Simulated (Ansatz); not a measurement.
**Property card for ZnGaNO**

ZnGaNO:
```
CELL_PARAMETERS angstrom
      5.60100     0.00000     0.00000
      0.00000     6.43175     0.00000
      0.00000     0.00000     5.18699
ATOMIC_POSITIONS crystal
  Zn 0.07658 0.61499 0.00935
  Zn 0.92342 0.38501 0.50935
  Zn 0.57658 0.88501 0.00935
  Zn 0.42342 0.11499 0.50935
  Ga 0.08154 0.13422 0.99493
  Ga 0.91846 0.86578 0.49493
  Ga 0.58154 0.36578 0.99493
  Ga 0.41846 0.63422 0.49493
  O  0.07036 0.11385 0.36719
  O  0.92964 0.88615 0.86719
  O  0.57036 0.38615 0.36719
  O  0.42964 0.61385 0.86719
  N  0.09814 0.63300 0.38853
  N  0.90186 0.36700 0.88853
  N  0.59814 0.86700 0.38853
  N  0.40186 0.13300 0.88853
```

Space group Pna2_1 (No. 33); conventional cell a = 5.6010 Å, b = 6.4318 Å, c = 5.1870 Å, α = 90.00°, β = 90.00°, γ = 90.00°.

Method: r²SCAN in the plane-wave PAW code Ansatz. Structure relaxed to zero pressure with the same functional. Other levels are named where they apply.

Cell and energy:

| Quantity | Result |
|---|---|
| Volume per atom | 11.68 Å³ |
| Density | 5.87 g/cm³ |
| Formation energy from the elements (no fitted shifts) | -1.09 eV/atom |

Electronic structure:

| Quantity | Result |
|---|---|
| Band gap | 1.69 eV (smallest direct gap 1.70 eV) |
| Valence-band maximum | on the Γ–X line, 65 % of the way from Γ (k = 0.323, 0.000, 0.000 in fractions of the reciprocal vectors) |
| Conduction-band minimum | at Γ |
| Electron effective mass | 0.17, 0.18, 0.19 mₑ (principal values) |
| Hole effective mass | 0.91, 1.6, 6.3 mₑ (principal values) |

Mechanics:

| Item | Result |
|---|---|
| Bulk modulus (Birch–Murnaghan fit) | 163 GPa |
| Pressure derivative B′ | 4.4 |

Charges:

| Property | Result |
|---|---|
| Bader charges | Zn +1.18, Ga +1.76, O -1.33, N -1.61 e |

The start of the workflow was typed in or built on a structure type; neither database checked (COD, Materials Project) lists it. Whether it is the stable phase at ambient conditions was not checked. The r²SCAN relaxation kept the symmetry of its start; whether a distortion lowers the energy is not shown. The references are the lowest solids computed at this level, not always the standard phases (solids in place of the gases). Scalar-relativistic: spin–orbit coupling is off unless named, which matters more the heavier the elements.

Potentials: the earlier of the program's two PAW sets. The files were generated under PBE; for other functionals the program regenerates the frozen cores, and for LDA and PBEsol the local potential too.
